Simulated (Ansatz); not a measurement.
SiO$_{2}$:
```xyz
24
Lattice="4.7236 0.0000 0.0000 0.0000 8.3674 0.0000 0.0000 0.0000 5.0389" Properties=species:S:1:pos:R:3 pbc="T T T"
Si     0.5997     1.0694     4.4762
Si     2.9615     3.1143     0.5627
Si     1.7621     7.2980     1.9567
Si     4.1239     5.2531     3.0821
Si     4.1239     7.2980     0.5627
Si     1.7621     5.2531     4.4762
Si     2.9615     1.0694     3.0821
Si     0.5997     3.1143     1.9567
O      3.8759     0.0884     4.2813
O      1.5141     4.0953     0.7576
O      3.2096     8.2790     1.7619
O      0.8477     4.2721     3.2770
O      0.8477     8.2790     0.7576
O      3.2096     4.2721     4.2813
O      1.5141     0.0884     3.2770
O      3.8759     4.0953     1.7619
O      2.1555     1.9408     4.4737
O      4.5174     2.2429     0.5652
O      0.2063     6.4266     1.9543
O      2.5681     6.1246     3.0846
O      2.5681     6.4266     0.5652
O      0.2063     6.1246     4.4737
O      4.5174     1.9408     3.0846
O      2.1555     2.2429     1.9543
```

Relaxed with PBE. Special points in fractions of this cell's reciprocal vectors: Γ (0.000, 0.000, 0.000); X (0.500, 0.000, 0.000); S (0.500, 0.500, 0.000); Y (0.000, 0.500, 0.000); Z (0.000, 0.000, 0.500); U (0.500, 0.000, 0.500); R (0.500, 0.500, 0.500); T (0.000, 0.500, 0.500).

Problem. List the band energies nearest the valence-band maximum at these points for DFT-PBE in the program Ansatz with PAW potentials.

Solution. In eV from the valence-band maximum; about four levels below and three above (degenerate sets whole), none deeper than 8.9 eV; points with the same levels are listed once.

| k | below | above |
|---|---|---|
| Γ | -0.36 -0.19 -0.11 0.00 | 5.41 7.28 7.46 |
| X | -0.69 -0.69 -0.18 -0.18 | 6.86 6.86 7.48 7.48 |
| S | -0.36 -0.36 -0.36 -0.36 | 7.48 7.48 7.48 7.48 |
| Y | -0.13 -0.13 -0.08 -0.08 | 6.40 6.40 8.02 8.02 |
| Z | -0.71 -0.71 -0.50 -0.50 | 7.49 7.49 7.65 7.65 |
| U | -0.57 -0.57 -0.57 -0.57 | 7.80 7.80 7.80 7.80 |
| R | -0.62 -0.62 -0.62 -0.62 | 8.36 8.36 8.36 8.36 |
| T | -0.58 -0.58 -0.58 -0.58 | 7.75 7.75 7.75 7.75 |

Space group Pbca. A made-up cell: these elements were put on the sites of a structure type; neither database checked (COD, Materials Project) lists it. It is not the phase usual at ambient conditions (space group No. 92, 152, 154). The PBE relaxation kept the symmetry of its start; of distortions, only those at the zone centre were tested.

Potentials: the later of the program's two PAW sets.
